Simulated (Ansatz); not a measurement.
This cell of TiSi2 (C49 type, space group Cmcm) is off equilibrium:

```
TiSi2
1.0
    1.76330    -6.75838     0.00000
    1.76330     6.75838     0.00000
    0.00000     0.00000     3.56518
Si Ti
4 2
Direct
  0.92744   0.03406   0.75000
  0.05833   0.94167   0.25000
  0.25029   0.74971   0.75000
  0.74971   0.25029   0.25000
  0.60320   0.39680   0.75000
  0.39680   0.60320   0.25000
```

Method: r2SCAN (plane waves to 500 eV, PAW, scalar-relativistic; Ansatz, a program for electronic structure). k mesh 11×11×11 (Γ-centred), Fermi-Dirac smearing 0.05 eV. E stands for the smeared free energy. Stress and pressure are positive under compression. With partly filled bands, energies and forces of such displacements shift with the k mesh and the smearing. This is one of several known forms of TiSi2; the measured ambient cells at hand have space group No. 70. TiSi2 is run without spin polarisation. TiSi2 was relaxed with its symmetry unable to fall.

Q: What forces act on the atoms (eV/Å, Cartesian)?

A: 
```json
[
 {"atom": "Si1", "Fx": "0.615", "Fy": "0.608", "Fz": "0.000"},
 {"atom": "Si2", "Fx": "0.005", "Fy": "-0.315", "Fz": "0.000"},
 {"atom": "Si3", "Fx": "0.016", "Fy": "-0.062", "Fz": "0.000"},
 {"atom": "Si4", "Fx": "-0.014", "Fy": "-0.052", "Fz": "0.000"},
 {"atom": "Ti5", "Fx": "-0.158", "Fy": "-0.114", "Fz": "0.000"},
 {"atom": "Ti6", "Fx": "-0.465", "Fy": "-0.065", "Fz": "0.000"}
]
```

Q: Give the stress tensor in GPa and the pressure.

A: 
```
   -0.2     -0.2      0.0
   -0.2      1.3      0.0
    0.0      0.0      0.9
```
The pressure, a third of the trace, is 0.7 GPa.

Q: In it atom 1 sits (-0.068, -0.068, 0.000) Å away from its relaxed site. What is its energy relative to the relaxed cell?

A: 41 meV/cell.

(For displaced atoms, the force is minus the slope of the energy, and its curvature is a force constant, which sets phonon frequencies.)
